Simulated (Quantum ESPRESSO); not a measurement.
## Kohn-Sham bands of CdS (zinc blende)

```xyz
2
Lattice="0.0000 2.9430 2.9430 2.9430 0.0000 2.9430 2.9430 2.9430 0.0000" Properties=species:S:1:pos:R:3 pbc="T T T"
Cd     0.0000     0.0000     0.0000
S     -1.4715    -1.4715    -1.4715
```

Materials Project entry mp-2469; symmetrised, unrelaxed at this level. COD (Crystallography Open Database) has the formula in 2 space groups, this one among them (matched by group alone). Level: PBEsol, no spin polarisation, no spin-orbit coupling; pw.x of Quantum ESPRESSO at 82 Ry with PseudoDojo potentials, 10×10×10 k-points, Wannier90. Density: 10×10×10 mesh, Gaussian smearing 0.01 Ry.

Energies are relative to the valence-band maximum; weights are on the orthonormalised atomic waves of the pseudopotential files, averaged over the group. 26 electrons a cell are treated as valence.

Task: Into which isolated groups do the bands fall, where do they lie and what are they made of?

Result: 
```
bands  from (eV)  to (eV)  filling           weight on atomic waves
-----  ---------  -------  -------  -------------------------------
1        -101.20  -101.20   filled                      Cd 4s 100 %
2–4       -62.30   -62.30   filled                      Cd 4p 100 %
5         -12.21   -11.67   filled  S 3s 84 %, Cd 5s 8 %, Cd 4d 8 %
6–10       -7.63    -6.58   filled                       Cd 4d 95 %
11–13      -4.31     0.00   filled  S 3p 81 %, Cd 5s 9 %, Cd 4d 5 %
```

The Kohn-Sham gap over both meshes and the path is 0.95 eV.
